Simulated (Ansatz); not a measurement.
Formation energy of CsCd (CsCl type)

```
CELL_PARAMETERS angstrom
4.73186 0.00000 0.00000
0.00000 4.73186 0.00000
0.00000 0.00000 4.73186
ATOMIC_POSITIONS crystal
Cs 0.00000 0.00000 0.00000
Cd 0.50000 0.50000 0.50000
```

The cell comes from a relaxation on PAW files under the same functional, begun from a prototype that needn't be the stable phase.

Computed with Ansatz 0.2.0; functional PBE, scalar-relativistic. Settings: a Γ-centred 8×8×8 k mesh, Fermi–Dirac smearing of 0.05 eV, no spin polarisation. Methods: LAPW: all electrons, basis error target 0.5 meV/atom; PAW: frozen-core files, cutoff 420 eV.

The elements are taken as Cd hcp, Cs bcc, each relaxed on PAW files under the same functional and computed by the same method as the compound; zero-point and thermal terms are left out.

Spin–orbit coupling is left out, which matters for the heavy atoms.

Task: What is the formation energy by LAPW, and how far do the other methods lie from it?

Result: 0.030 eV/atom; PAW +0.1 meV/atom. The compound is unstable against these elements; other compounds of the system weren't compared.

Task: Give the LAPW value for one formula unit in kJ/mol.

Result: 0.030 eV/atom × 2 atoms × 96.485 kJ/(mol·eV) = 5.8 kJ/mol, at zero temperature and without zero-point motion.

Task: What Bader charges does the PAW density give?

Result: Cs1 +0.56 e, Cd2 -0.56 e.
